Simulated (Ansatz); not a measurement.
With DFT-PBE in the program Ansatz with PAW potentials, RuW in the rock salt structure (Fm-3m) relaxes to a = 5.130 Å. Ru has 6 nearest neighbours from 2.57 Å (octahedral); W has 6 nearest neighbours from 2.57 Å (octahedral). Its formation energy from the elements is 0.97 eV/atom, with no fitted shifts.

Electronic character: metallic (no gap). Gap from PBE with spin–orbit coupling: none (metallic).

The bulk modulus is 233 GPa.

The start of the workflow was typed in or built on a structure type; neither database checked (COD, Materials Project) lists it. Whether it is the stable phase at ambient conditions was not checked. The cell was relaxed with PBE under the symmetry of its start; whether a distortion lowers the energy is not shown. The run is not spin-polarised. The volume moved by 15 % from the start of the relaxation. Its formation energy is positive at this level, so the cell may be metastable or incomplete. The references are the lowest solids computed at this level, not always the standard phases. Spin–orbit coupling is left out wherever it is not named.

Potentials: the later of the program's two PAW sets.
